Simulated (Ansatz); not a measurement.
### Question
Ru (hcp (Mg type), P6_3/mmc) is relaxed with DFT-r²SCAN+D4 in the program Ansatz with PAW potentials. What lattice parameters of the conventional cell result?

### Answer
a = 2.699 Å, c = 4.257 Å.

Symmetry was held in the r²SCAN+D4 relaxation. No spin polarisation was allowed. The pairwise dispersion correction was not fitted to metals. Axis ratios of metals converge slowly with the k-mesh, so a and c are less sure than the volume.

Potentials: the later of the program's two PAW sets.
